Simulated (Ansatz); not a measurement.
Levels of theory for SrMg3O4 (ordering on rocksalt)

All numbers come from Ansatz 0.2.0. All values are calculated for a non-magnetic cell, which may be hypothetical.

The cell is SrMg3O4 as one 8-atom ordering (I4/mmm) on the rocksalt lattice; cell and atoms were relaxed with r2SCAN. It is tetragonal, I4/mmm (No. 139); conventional cell a = 4.624 Å, c = 8.765 Å, 11.71 Å³ an atom. Mg is surrounded by 6 O at 2.19–2.32 Å; O is surrounded by 4 Mg at 2.19–2.31 Å and 2 Sr at 2.31 Å; Mg is surrounded by 6 O at 1.99–2.31 Å; O is surrounded by 5 Mg at 1.99–2.32 Å and 1 Sr at 2.40 Å; Sr is surrounded by 6 O at 2.31–2.40 Å.

```cif
data_structure
_symmetry_space_group_name_H-M 'P 1'
_symmetry_Int_Tables_number 1
_cell_length_a 5.4678
_cell_length_b 5.4678
_cell_length_c 5.4678
_cell_angle_alpha 129.976
_cell_angle_beta 129.976
_cell_angle_gamma 73.446
_cell_volume 93.70
loop_
_atom_site_label
_atom_site_type_symbol
_atom_site_fract_x
_atom_site_fract_y
_atom_site_fract_z
_atom_site_occupancy
Mg1 Mg 0.75000 0.25000 0.50000 1
O1 O 0.50000 0.00000 0.50000 1
Mg2 Mg 0.00000 0.00000 0.00000 1
O2 O 0.77324 0.77324 0.00000 1
Mg3 Mg 0.25000 0.75000 0.50000 1
O3 O 0.00000 0.50000 0.50000 1
Sr1 Sr 0.50000 0.50000 0.00000 1
O4 O 0.22676 0.22676 0.00000 1
```

Relaxed lattice by functional, symmetry kept:
```json
{"functional": "PBE", "k mesh": "8×8×8", "a (Å)": "4.669", "c (Å)": "8.835", "volume (Å³/atom)": "12.04"}
{"functional": "r2SCAN", "k mesh": "8×8×8", "a (Å)": "4.624", "c (Å)": "8.765", "volume (Å³/atom)": "11.71"}
```

Gaps on the r2SCAN cell, each the least over its mesh and the special points:
```csv
level,k mesh,gap (eV),kind,edges,least direct gap (eV)
PBE,8×8×8,2.67,indirect,M → Γ,2.69
PBE+SOC,8×8×8,2.61,indirect,M → Γ,2.64
r2SCAN,8×8×8,3.45,indirect,M → Γ,3.48
HSE06,4×4×4,4.33,indirect,M → Γ,4.35
PBE0,4×4×4,5.06,indirect,M → Γ,5.08
```
PBE: smearing of 0.02 eV; the others have fixed occupations.
Wave cutoffs: 420 eV, 500 eV (r2SCAN).

The HSE06 gap is indirect, 4.33 eV (M to Γ), below the direct gap of 4.35 eV at Γ. Spin-orbit coupling changes the PBE gap by -0.058 eV, to 2.61 eV.

r2SCAN covers 47 % of the step from PBE to HSE06. For gaps to 0.1 eV, spin-orbit coupling (up to 0.059 eV on PBE's least or direct gap) is at the margin. Direct and least gap lie within 0.04 eV at some levels, so the kind of gap isn't settled.

r2SCAN (ground state on 6×6×6): The clamped-ion dielectric constant comes out as 3.40 along x and y, 3.25 along z. Born charges, averaged over directions: Mg +2.02 to +2.12, O -2.20 to -2.13, Sr +2.41 e. The program notes that the ground state's band table doesn't vouch for all the bands that the response reads.

Only the levels marked +SOC include spin-orbit coupling.

The meshes of the hybrids are coarse, so their gaps aren't converged to the digits shown.
